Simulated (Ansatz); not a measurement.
ZnCu2SiTe4:
```yaml
crystal:
  lattice:
    - [-2.96997, 2.96997, 5.88822]
    - [2.96997, -2.96997, 5.88822]
    - [2.96997, 2.96997, -5.88822]
  atoms:
    - { symbol: Zn, position: [0.00000, 0.00000, 0.00000] }
    - { symbol: Si, position: [0.50000, 0.50000, 0.00000] }
    - { symbol: Cu, position: [0.75000, 0.25000, 0.50000] }
    - { symbol: Cu, position: [0.25000, 0.75000, 0.50000] }
    - { symbol: Te, position: [0.38775, 0.87387, 0.00000] }
    - { symbol: Te, position: [0.12613, 0.12613, 0.51388] }
    - { symbol: Te, position: [0.87387, 0.38775, 0.00000] }
    - { symbol: Te, position: [0.61225, 0.61225, 0.48612] }
```

Relaxed with PBEsol. Special points in fractions of this cell's reciprocal vectors: Γ (0.000, 0.000, 0.000); X (0.000, 0.000, 0.500); P (0.250, 0.250, 0.250); N (0.000, 0.500, 0.000); M (0.500, 0.500, -0.500); S (0.314, 0.686, -0.314); S0 (-0.314, 0.314, 0.314); R (-0.127, 0.127, 0.500); G (0.500, 0.500, -0.127).

### Question
List the band energies nearest the valence-band maximum at these points for the program Ansatz at the PBEsol level (PAW).

### Answer
In eV from the valence-band maximum; about four levels below and three above (degenerate sets whole), none deeper than 8.9 eV; points with the same levels are listed once.

```json
[
 {"k": "Γ", "below": "-2.24 -0.07 0.00 0.00", "above": "0.26 1.09 2.23"},
 {"k": "X", "below": "-1.58 -1.58 -0.68 -0.54 -0.46", "above": "0.20 1.43 1.89"},
 {"k": "P", "below": "-1.22 -1.22 -0.66 -0.48", "above": "0.78 1.15 2.75 2.75"},
 {"k": "N", "below": "-1.76 -1.51 -1.18 -0.99", "above": "1.64 2.19 2.49"},
 {"k": "M", "below": "-1.96 -1.72 -1.07 -1.07", "above": "0.79 1.35 1.42 1.42"},
 {"k": "S", "below": "-1.77 -1.72 -1.18 -0.72", "above": "1.13 1.98 2.43"},
 {"k": "R", "below": "-1.50 -1.04 -0.92 -0.59", "above": "0.65 2.02 2.06"}
]
```

Space group I-42m. The first step of the workflow began from a Materials Project structure, measured or hypothetical; the Crystallography Open Database copy checked does not list it. Its standing as an ambient phase is unchecked. The PBEsol relaxation kept the symmetry of its start; whether a distortion lowers the energy is not shown. No spin polarisation was allowed. Spin–orbit coupling is left out wherever it is not named.

Potentials: the later of the program's two PAW sets.
